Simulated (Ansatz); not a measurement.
An Ansatz (a quantum-chemistry and plane-wave program) run. Input:

Ansatz 0.2 input:
```yaml
crystal:
  lattice:
    - [-1.6010409441, 1.6010409441, 3.9098213412]
    - [1.6010409441, -1.6010409441, 3.9098213412]
    - [1.6010409441, 1.6010409441, -3.9098213412]
  atoms:
    - { symbol: Si, position: [0.6647143195, 0.6647143195, 0.0] }
    - { symbol: Si, position: [0.3352856805, 0.3352856805, 0.0] }
    - { symbol: Mo, position: [0.0, 0.0, 0.0] }
kpoints:
  mp_grid: { grid: [18, 18, 18] }
hamiltonian:
  xc: r2scan
  pseudopotentials: { azcp: { folder: ./paw }, kind: paw }
scf:
  occupations: { method: gaussian, width: 0.05 }
checkpoint: { read: metal.run }
output: { bader: true, populations: true }
```

Output (shortened):

```
Pseudopotential: Si, paw, valence charge 4
Pseudopotential: Mo, paw, valence charge 14
Functional definition: r2SCAN
Crystal: 3 atoms, lattice volume = 40.089 Å³
Basis set: ecut = 500 eV, 1023 PW (Γ), exchange–correlation on 144×144×144 points (64 copies of the dense FFT grid, shifted against one another)
Bands: 19, of which v1, the nominal top of the filled ones, is band 11 counted from 1 (10 counted from 0)
Symmetry: 16 space group operations
Space group: I4/mmm (ITA 139), of the structure as read, at distance tolerance 3.4e-5 Å
k-points: 480 of 5832
Stability of the state it starts from, as read at its close in the unpolarized treatment …
iter 1 solved again at ethr=4.87e-8 eV; its pass at ethr=3.10e-3 eV (dr2=1.07e-5 eV) is discarded
SCF iter   1: F=—  HF=-6247.165437 eV  |F-HF|=—  |Δ(HF+E_count)|=         —  Δρ=1.28e-7  dr2=4.35e-12  dr2_τ=1.68e-12  ethr=4.87e-8  ⟨swp⟩=3.2  Hψ=77187  notcnv=0
preconditioner: auto → Kerker (q_TF=auto, 2.469 Å⁻¹)
SCF iter   2: F=-6247.165437 eV  HF=-6247.165437 eV  |F-HF|=0.00e0  |Δ(HF+E_count)|=   9.35e-9  Δρ=8.07e-8  dr2=1.89e-12  dr2_τ=5.72e-13  ethr=1.00e-12  ⟨swp⟩=5.7  Hψ=33487  notcnv=0
SCF 1 converged in 2 iterations: F = -6247.165437 eV  dr2 = 1.89e-12
SCF converged after 2 iterations
Free energy (F): -6247.165437 eV
Harris-Foulkes:  -6247.165437 eV  (|F-HF|=0.00e0)
Internal energy: -6247.165092 eV  (E = F + TS)
E sigma→0 (E₀):  -6247.165265 eV
Entropy (-TS):   -0.000344 eV (-0.115 meV/atom)
Fermi energy:    15.995928 eV
--- Per-component energies (eV) ---
  E_band       = -60.736751
  E_kinetic    = 511.488692
  E_local      = -1123.999149  (includes V_loc(G=0)·N_el)
  E_nonlocal   = 190.654208
  E_hartree    = 429.398634
  E_xc         = -280.314743
  E_vxc        = -353.863481  (∫ρ·V_xc dr)
  E_paw        = -4265.170574  (= ΣΔE_a)
  E_vpaw       = -164.754767  (= ΣTr[D̂ρ^β])
  E_aug_tail   = 0.000045  (compensation charges beyond the density's cutoff)
  E_vtau       = 20.940430  (kinetic-family band-sum trace: ∫τ·v_τ [+ j·A + Jᵃ·Aᵃ] dr)
  E_ewald      = -1708.848138
  E_core_change = -0.374067  (= ΣΔE_core)
  E_smearing   = -0.000344  (= −TS)
  E_closure    = 0.000000  (closes the sum)
  Σ components = -6247.165437   (vs F -6247.165437, Δ=0.00e0)
  [band-id]    e_kinetic+e_local+e_nonlocal+2·e_hartree+e_vxc+e_vpaw+e_augmentation_tail+e_vtau = -60.736754   (vs E_band -60.736751, Δ=-2.68e-6)
--- Band table (eV; the first three rows and the last of 480) ---
  k-point 0: bands = ["-46.6354", "-20.0554", "-19.9670", "-19.9670", "1.8199", "9.2352", "12.5487", "12.8947", "13.2018", "13.2018", "16.3535", "19.4165", "19.4880", "19.6794", "19.6794", "20.4321", "21.4426", "21.4426", "27.3333"]
  k-point 1: bands = ["-46.6341", "-20.0537", "-19.9754", "-19.9741", "1.9217", "9.3251", "12.1076", "12.9172", "12.9401", "13.6735", "15.9608", "19.1342", "19.5774", "19.6187", "19.7355", "20.6562", "21.6518", "21.9517", "27.7270"]
  k-point 2: bands = ["-46.6306", "-20.0489", "-19.9992", "-19.9944", "2.2224", "9.5756", "11.5394", "12.3067", "12.9891", "14.2653", "15.0308", "18.6479", "19.5334", "19.8711", "19.9202", "20.9321", "22.4343", "22.9177", "26.5140"]
  k-point 479: bands = ["-46.6347", "-20.0848", "-19.9692", "-19.9692", "3.8695", "5.3035", "12.3711", "13.7509", "15.3963", "15.3963", "15.4477", "15.4477", "16.4979", "21.1717", "21.8179", "22.5231", "24.6821", "25.3816", "25.3816"]
--- Löwdin populations: 3 sites ---
  site symbol       q [e]
     0     Si      3.8639
     1     Si      3.8639
     2     Mo     14.0489
  spilling = 0.010149 (of n_electrons = 22.000000)
--- Bader charges: 3 sites ---
  site symbol  charge [e]  shift [e]
     0     Si     -0.0802     0.0012
     1     Si     -0.0799     0.0012
     2     Mo      0.1602     0.0024
  shift: an alarm, by how much a part of what the PAW files miss would move the charge. Where it is large, compare
  with a run on PAW files of another source; a small one proves nothing
  estimated error of the sums over rays = 6.3e-4 e
```

Cost: very roughly 30 core-seconds on shared cores.

The r²SCAN relaxation kept the symmetry of its start; of distortions, only those at the zone centre were tested. No spin polarisation was allowed. Spin–orbit coupling is left out wherever it is not named.

Potentials: the earlier of the program's two PAW sets.

Ansatz is a plane-wave DFT program.
